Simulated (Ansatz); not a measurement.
These are results of Ansatz 0.2.0, DFT PBE, scalar-relativistic, plane waves, PAW, not measurements. Settings: cutoff 420 eV, Γ-centred meshes spaced at most about 0.3 Å⁻¹, and about 0.25 Å⁻¹ or finer for metals (2π included), Gaussian smearing. Collinear spin in cells that started with moments and kept them past the coarse steps, no spin elsewhere.

All energies are static (0 K, no zero-point motion).

Two relaxed structures of Ta3Ti:

A. (no spin)

```
Ti Ta
1.0
     4.19054    0.00000    0.00000
     0.00000    4.19054    0.00000
     0.00000    0.00000    4.19054
Ti Ta
1 3
Direct
  0.00000 0.00000 0.00000
  0.50000 0.00000 0.50000
  0.00000 0.50000 0.50000
  0.50000 0.50000 0.00000
```

B. (site moments under 0.1 μB)

```
Ti Ta
1.0
     0.00000    3.30050    3.30050
     3.30050    0.00000    3.30050
     3.30050    3.30050    0.00000
Ti Ta
1 3
Direct
  0.00000 0.00000 0.00000
  0.25000 0.25000 0.25000
  0.75000 0.75000 0.75000
  0.50000 0.50000 0.50000
```

**Question.** Which would you expect to be lower, and how large is the difference?

**Answer.** B is lower, by 135 meV/atom. A has the Cu3Au (L1_2) type, space group Pm-3m (No. 221), 18.4 Å³/atom and no gap on its mesh; B has the BiF3 (D0_3) type, space group Fm-3m (No. 225), 18.0 Å³/atom and no gap. Counting all near atoms (those within 1.25 times the shortest distance at each site; a plus sign parts nearer from farther groups), A has Ta 12, Ti 12 and B has Ta 8+6, Ti 8+6. Even the lower one lies +0.05 eV/atom against the reference forms of the elements (uncorrected), so neither is stable at this level. In A, around Ti lie 12 Ta at 2.96 Å; Ta has 4 Ti at 2.96 Å and 8 Ta at 2.96 Å. In B, Ti is surrounded by 8 Ta at 2.86 Å and 6 Ta at 3.30 Å; Ta on a site of symmetry -43m has 4 Ta at 2.86 Å, 4 Ti at 2.86 Å and 6 Ta at 3.30 Å; Ta on a site of symmetry m-3m is surrounded by 8 Ta at 2.86 Å and 6 Ti at 3.30 Å. Both come from invented guesses.

Spin–orbit coupling, which can matter for Ta, is left out. Cells relaxed within their symmetry can be saddle points.
